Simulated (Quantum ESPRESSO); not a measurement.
# Planted mistakes on one cell of Ti4O6NF

Calculated results; nothing here was measured. They come from pw.x of Quantum ESPRESSO 7.5, a plane-wave density functional program, with PseudoDojo standard norm-conserving files (v0.5 for PBE, v0.4.1 for LDA and PBEsol). The cells are made up: elements, strain and atom displacements were drawn at random, and nothing was relaxed. There is no spin polarisation, spin-orbit coupling or dispersion term.

The cell has 12 sites of a rutile lattice (two cells along c). Sites 1 to 4 hold Ti Ti Ti Ti; sites 5 to 12 hold O O O N O F O O. Cell vectors in Å: (4.697, 0.035, 0.028); (0.035, 4.595, -0.015); (0.035, -0.019, 5.816). Settings: PBE, cutoff 1143 eV, 5 x 5 x 4 k mesh shifted by half a step, Fermi-Dirac smearing of 0.025 eV.

The intended run has a self-consistency threshold of 1e-07 eV, a smearing term of 0.000 eV, a pressure of 7.83 GPa and 22 iterations. Each further run changes one thing: all lengths scaled by 1.0166; atoms of sites 8 and 11 exchanged; cutoff 589 eV; files of LDA; k mesh 2 x 2 x 2; one electron added; smearing 0.8 eV; threshold 0.07 eV. A coarse mesh keeps the shift, and a charged cell sits in a uniform background.

| run | change of free energy (eV) | smearing term -TS (eV) | change of P (GPa) | largest change of a force component (eV/Å) | iterations |
| --- | --- | --- | --- | --- | --- |
| A | 6.855 | 0.000 | -12.91 | 0.123 | 24 |
| B | 11.256 | -0.013 | 21.66 | 0.740 | 22 |
| C | -0.107 | 0.000 | -0.11 | 3.346 | 25 |
| D | 0.004 | 0.000 | -0.03 | 0.060 | 31 |
| E | -0.085 | 0.000 | -11.00 | 0.244 | 23 |
| F | -2.802 | -7.929 | 7.72 | 1.398 | 21 |
| G | 18.860 | 0.000 | -92.93 | 0.297 | 26 |
| H | 0.019 | 0.000 | 1.79 | 0.075 | 11 |

A rerun of the intended cell at 1437 eV and k mesh 7 x 7 x 6 moved values by no more than 0.004 eV in the cell's energy, 0.05 GPa in stress and 0.002 eV/Å in force.

Question: which change belongs to which run?

## Worked reading

Run H has the fewest iterations, as a run stopped early does. Run F has the largest smearing term, as wide smearing gives. Run G has a higher energy and the largest fall in pressure, as too small a basis gives. Run E changes the volume by a factor of 1.0506; minus its pressure change over the logarithm of that factor, 223 GPa, is a rough bulk modulus with clamped atoms. Energies from files of another functional, or of a charged cell, have another zero and say nothing on stability; the pressure of a charged cell rests on the program's zero of potential too.

## Key

```
run                             change
  A                       files of LDA
  B                 one electron added
  C  atoms of sites 8 and 11 exchanged
  D                   k mesh 2 x 2 x 2
  E       all lengths scaled by 1.0166
  F                    smearing 0.8 eV
  G                      cutoff 589 eV
  H                  threshold 0.07 eV
```